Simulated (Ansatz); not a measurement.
B₂Ir:
```cif
data_B4Ir2
_chemical_formula_sum 'Ir2 B4'
_space_group_name_H-M_alt 'P 1'
_space_group_IT_number 1
_cell_length_a 3.04774
_cell_length_b 3.04774
_cell_length_c 7.00636
_cell_angle_alpha 90.000
_cell_angle_beta 90.000
_cell_angle_gamma 120.000
loop_
_space_group_symop_operation_xyz
  'x, y, z'
loop_
_atom_site_label
_atom_site_type_symbol
_atom_site_fract_x
_atom_site_fract_y
_atom_site_fract_z
_atom_site_occupancy
Ir1 Ir 0.66667 0.33333 0.75000 1
Ir2 Ir 0.33333 0.66667 0.25000 1
B1 B 0.66667 0.33333 0.44003 1
B2 B 0.33333 0.66667 0.55997 1
B3 B 0.33333 0.66667 0.94003 1
B4 B 0.66667 0.33333 0.05997 1
```

Relaxed with PBEsol.

Decompose the optical modes at the zone centre into irreducible representations, and say which are infrared and Raman allowed.

Point group 6/mmm: Γ_opt = A1g + A2u + 2B1g + B2u + E1g + E1u + 2E2g + E2u. Infrared: A2u, E1u. Raman: A1g, E1g, E2g.

Assign frequencies (DFPT, the program Ansatz at the PBEsol level (PAW)).

E2g 113, B1g 176, E2u 413, E1u 465, A2u 539, E1g 570, E2g 581, B1g 607, A1g 616, B2u 659 cm⁻¹.

Subscripts of B labels follow the axes of the standard setting.

Space group P6_3/mmc. The start of the workflow was typed in or built on a structure type; neither database checked (COD, Materials Project) lists it. Its standing as an ambient phase is unchecked. Symmetry was held in the PBEsol relaxation; its stability against distortions is not shown here. No spin polarisation was allowed. As this level gives no gap, phonon frequencies hold no LO–TO term and depend on the k-mesh and smearing (Fermi–Dirac, 0.1 eV here). Scalar-relativistic: spin–orbit coupling is off unless named, which matters more the heavier the elements.

Potentials: the earlier of the program's two PAW sets. The files were generated under PBE; for other functionals the program regenerates the frozen cores, and for LDA and PBEsol the local potential too.
